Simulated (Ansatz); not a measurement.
## Tl$_{2}$GeSe$_{3}$ as a free-standing sheet: computed properties

Tl₂GeSe₃:
```yaml
crystal:
  lattice:
    - [6.83541, 0.00000, 0.00000]
    - [-0.38626, 8.76705, 0.00000]
    - [0.00000, 0.00000, 35.00000]
  atoms:
    - { symbol: Tl, position: [0.73798, 0.53687, 0.54064] }
    - { symbol: Tl, position: [0.26202, 0.46313, 0.45936] }
    - { symbol: Tl, position: [0.42273, 0.04929, 0.56232] }
    - { symbol: Tl, position: [0.57727, 0.95071, 0.43768] }
    - { symbol: Ge, position: [0.06462, 0.83158, 0.48950] }
    - { symbol: Ge, position: [0.93538, 0.16842, 0.51050] }
    - { symbol: Se, position: [0.13377, 0.35310, 0.53933] }
    - { symbol: Se, position: [0.86623, 0.64690, 0.46067] }
    - { symbol: Se, position: [0.38133, 0.76143, 0.50296] }
    - { symbol: Se, position: [0.61867, 0.23857, 0.49704] }
    - { symbol: Se, position: [0.07262, 0.06462, 0.45269] }
    - { symbol: Se, position: [0.92738, 0.93538, 0.54731] }
```
Free-standing layer in the xy plane with vacuum along z and no interaction between images.

Method: the program Ansatz at the r²SCAN+D4 level (PAW). Lattice and atoms are relaxed at this level; other levels are named.

Structure:

- In-plane lattice: a = 6.835 Å, b = 8.776 Å, γ = 92.5°
- Distance between the outermost nuclei: 4.36 Å
- Exfoliation energy from the relaxed bulk parent: 22 meV/Å²

Electronic structure:

- Band gap = 1.97 eV (indirect)
- Valence-band maximum = off the standard path, at k = (0.229, -0.094, 0.000)
- Conduction-band minimum = at Y
- Ionisation potential (Kohn–Sham) = 5.09 eV
- Electron affinity (Kohn–Sham) = 3.12 eV
- Electron effective mass, in the valley at Y = 0.93 along x, 1.2 along y (mₑ)
- Hole effective mass, in the valley off the standard path, at k = (0.229, -0.094, 0.000) = 1.6 along x, 1.4 along y (mₑ)
- Electron effective mass with spin–orbit coupling, in the valley at Y = 0.94 along x, 1.3 along y (mₑ)
- Hole effective mass with spin–orbit coupling, in the valley off the standard path, at k = (0.208, -0.094, 0.000) = 1.9 along x, 1.5 along y (mₑ)
- Gap with spin–orbit coupling = 1.89 eV
- HSE06 gap on the r²SCAN+D4 cell = 2.42 eV
- HSE06 ionisation potential = 5.29 eV

Charges:

- Bader charges: Tl +0.55 to +0.59, Ge +1.03, Se -0.75 to -0.69 e

Space group P-1. The layer was cut from a bulk entry of the Materials Project (measured or hypothetical); whether that bulk phase is the ambient one, and whether the layer has been isolated, was not checked. The cell was relaxed with r²SCAN+D4 under the symmetry of its start; its stability against distortions is not shown here. Spin–orbit coupling is left out wherever it is not named.

Potentials: the later of the program's two PAW sets.
